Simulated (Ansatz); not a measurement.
input.yaml (Ansatz)

```yaml
crystal:
  lattice:
    - [2.7036147945, 0.0, 0.0]
    - [0.0, 2.7036147945, 0.0]
    - [0.0, 0.0, 2.7036147945]
  atoms:
    - { symbol: Pt, position: [0.0, 0.0, 0.0], spin: 1.0 }
hamiltonian:
  xc: r2scan
  pseudopotentials:
    kind: paw
    azcp:
      Pt: "pseudopotentials/Pt.paw.azcp"
basis:
  ecutwfc: 500
  fft_grid_basis: typed
kpoints:
  mp_grid: { grid: [20, 20, 20], shift: [0, 0, 0] }
magnetization:
  spin_polarized: true
scf:
  occupations: { method: fermi_dirac, width: 0.05 }
output:
  stress: true
```

Terminal output

```
Engine: ansatz 0.2.0, x86_64-unknown-linux-gnu
Pseudopotentials: kind: paw
Pseudopotential: Pt, paw, valence charge 18, recommended cutoff 500 eV (meta_gga) 
Functional definition: r2SCAN
  parameter k0 = 0.174
  parameter k1 = 0.065
  parameter a1 = 4.9479
  exchange = r2scan_x(k0 = k0, k1 = k1, a1 = a1)
  correlation = r2scan_c
Crystal: 1 atoms, lattice volume = 19.762 Å³
Basis set: ecut = 500 eV, 485 PW (Γ), exchange–correlation on 80×80×80 points (64 copies of the dense FFT grid, shifted against one another)
Bands: 14, of which v1, the nominal top of the filled ones, is band 9 counted from 1 (8 counted from 0)
Symmetry: 48 space group operations
Space group: Pm-3m (ITA 221), of the structure as read, at distance tolerance 2.7e-5 Å
Magnetic group: BNS 221.92 (UNI 1594), of the structure as read, at distance tolerance 2.7e-5 Å
k-points: 286 of 8000
Non-local potential: Pt, projectors of the file, l = 0: 3, l = 1: 2, l = 2: 2, l = 3: 1
PAW form: soft (Blöchl's): semilocal exchange-correlation on the pseudo side does not see the compensation charge
PAW frozen core: Pt, regenerated for the run's functional (the file was generated under x = pbe(κ = 0.804, μ = 0.2195149727645171), c = pbe(β = 0.06672455060314922))
PAW one-centre angular grid: Pt, 590 points (default); XC on 160 Gauss nodes
Initial density: superposition of atomic densities (chi_scale 0.1, normalization cell)
Starting moments: Σ|m| = 1 μB on 1 of 1 site
Initial wavefunctions: pseudopotential atomic-orbital guess
Functional: x = r2scan, c = r2scan; τ floored in thin density (d = 2e-4 eV/Å³)
iter 1 solved again at ethr=2.16e-3 eV; its pass at ethr=3.10e-3 eV (dr2=3.90e-1 eV) is discarded
SCF iter   1: F=—  HF=-12536.188962 eV  |F-HF|=—  |Δ(HF+E_count)|=         —  Δρ=3.96e-2 (↑3.96e-2 ↓2.24e-2)  dr2=5.80e-1  dr2_τ=1.10e-2  dr2_m=3.58e-2  M=0.607 μB ∫|m|=0.617 μB  β_m=0.76  ethr=2.16e-3  ⟨swp⟩=2.0  Hψ=60216  notcnv=0
Mixer restart at iter 1: flushing history
SCF iter   2: F=—  HF=-12536.048432 eV  |F-HF|=—  |Δ(HF+E_count)|=   1.41e-1  Δρ=2.06e-2 (↑2.06e-2 ↓1.47e-2)  dr2=1.49e-1  dr2_τ=5.87e-3  dr2_m=6.13e-3  M=0.523 μB ∫|m|=0.547 μB  β_m=1.00  ethr=2.16e-3  ⟨swp⟩=2.0  Hψ=13628  notcnv=0  κ⁻¹=1.0e0(r=1)
SCF iter   3: F=—  HF=-12536.246679 eV  |F-HF|=—  |Δ(HF+E_count)|=         —  Δρ=2.35e-2 (↑2.35e-2 ↓1.59e-2)  dr2=4.40e-2  dr2_τ=8.20e-3  dr2_m=5.17e-2  M=0.165 μB ∫|m|=0.186 μB  β_m=0.46  ethr=8.25e-4  ⟨swp⟩=2.2  Hψ=12823  notcnv=0  defer=2
...
SCF iter  19: F=—  HF=-12536.234755 eV  |F-HF|=—  |Δ(HF+E_count)|=   3.88e-9  Δρ=3.68e-7 (↑2.37e-7 ↓3.68e-7)  dr2=7.70e-12  dr2_τ=9.78e-13  dr2_m=1.58e-11  M=-0.000 μB ∫|m|=0.000 μB  β_m=1.00  ethr=1.00e-12  ⟨swp⟩=3.5  Hψ=17547  notcnv=0  defer=19  κ⁻¹=1.5e-8(r=8)
SCF iter  20: F=—  HF=-12536.234755 eV  |F-HF|=—  |Δ(HF+E_count)|=  2.20e-10  Δρ=3.66e-7 (↑3.29e-7 ↓3.66e-7)  dr2=4.06e-13  dr2_τ=1.04e-12  dr2_m=2.18e-11  M=-0.000 μB ∫|m|=0.000 μB  β_m=1.00  ethr=1.00e-12  ⟨swp⟩=1.0  Hψ=21508  notcnv=0  κ⁻¹=4.1e-8(r=8)
SCF iter  21: F=-12536.234755 eV  HF=-12536.234755 eV  |F-HF|=2.18e-11  |Δ(HF+E_count)|=  3.84e-10  Δρ=1.66e-7 (↑1.34e-7 ↓1.66e-7)  dr2=1.88e-11  dr2_τ=2.70e-13  dr2_m=3.40e-13  M=0.000 μB ∫|m|=0.000 μB  ethr=1.00e-12  ⟨swp⟩=2.0  Hψ=15428  notcnv=0
SCF 1 converged in 21 iterations: F = -12536.234755 eV  dr2 = 1.88e-11
WARN: the starting moments were not kept: the SCF closed with an absolute magnetisation of 9.9e-7 μB, where they sum to 1 μB in size (1 site). That is at most 0.1 of that sum. Measured as dr2_m measures the in/out step, that magnetisation stands 5.3e-13 eV from none, at or under the dr2_threshold of 1.0e-7 eV: it is no larger than a step whose dr2_m would equal this threshold. The system may hold no moment; this SCF shows only that its start led to no more than that. To try another start: raise the starting moments (crystal.atoms[].spin, magnetization.per_species, magnetization.initial_magnetization, or on a non-collinear deck that types none of these the spinor_matrix: blocks that start its atoms; where the total moment is fixed, keep their sum and leave initial_magnetization as it is; typed ones take the place of any that the run laid by itself, positive ones on a crystal's lanthanoids without a Hubbard term where scf.initial_density.shell_occupations: [] is typed) or, if the notice of its spin-set hold's release reads "site moments contracting" or "site moments show no strong build", lengthen the hold (scf.mixing.spin_hold: { on: { confirm: 4 } }; for m-r²SCAN on two components see the key's manual first). Each may lead to a state that holds a moment. A second SCF, from the converged charge density, with the starting moments and any scf.initial_density.shell_occupations laid on it anew, would have followed, and was not run: the deck does not ask for one (magnetization.retry_lost_moments is false, the default). To let it run, set magnetization.retry_lost_moments: true and run the deck again, where that key's refused combinations let it; where memory then withholds it, that run's warning says so.
this state was not tested for a lower state beside it, because the mixer in use, unlike msr1, does not test its closes by its own steps (another_mixer; see scf.mixing.algorithm and scf.lower_state_search)
SCF converged after 21 iterations
Magnetization: 0.0000 μB (9.0000 up, 9.0000 down)
Absolute magnetization: 0.0000 μB (∫|ρ↑−ρ↓|, with the PAW one-centre terms)
Spin contamination: 0.0000 ħ² per cell (⟨S²⟩ above its minimum at these occupations)
Per-site moments (μB) at R_I (Å): [(5.188063950675602e-7, 1.11524110273125)]
Free energy (F): -12536.234755 eV
Harris-Foulkes:  -12536.234755 eV  (|F-HF|=2.18e-11)
Internal energy: -12536.221236 eV  (E = F + TS)
E sigma→0 (E₀):  -12536.227995 eV
Entropy (-TS):   -0.013519 eV (-13.519 meV/atom)
Fermi energy:    15.871431 eV
--- Per-component energies (eV) ---
  E_band       = -261.023096
  E_kinetic    = 635.327058
  E_local      = -1907.648726  (includes V_loc(G=0)·N_el)
  E_nonlocal   = 202.712202
  E_hartree    = 710.309535
  E_xc         = -248.424050
  E_vxc        = -335.075991  (∫ρ·V_xc dr)
  E_paw        = -9480.178783  (= ΣΔE_a)
  E_vpaw       = -298.486131  (= ΣTr[D̂ρ^β])
  E_aug_tail   = 0.000161  (compensation charges beyond the density's cutoff)
  E_vtau       = 21.529036  (kinetic-family band-sum trace: ∫τ·v_τ [+ j·A + Jᵃ·Aᵃ] dr)
  E_ewald      = -2448.087139
  E_core_change = -0.231494  (= ΣΔE_core)
  E_smearing   = -0.013519  (= −TS)
  E_closure    = -0.000000  (closes the sum)
  Σ components = -12536.234755   (vs F -12536.234755, Δ=0.00e0)
--- Stress (GPa, compression-positive) ---
      -17.022301       0.000000      -0.000000
        0.000000     -17.022301       0.000000
       -0.000000       0.000000     -17.022301
  P = ⅓ Tr σ = -17.0223 GPa (-170.223 kbar)
```
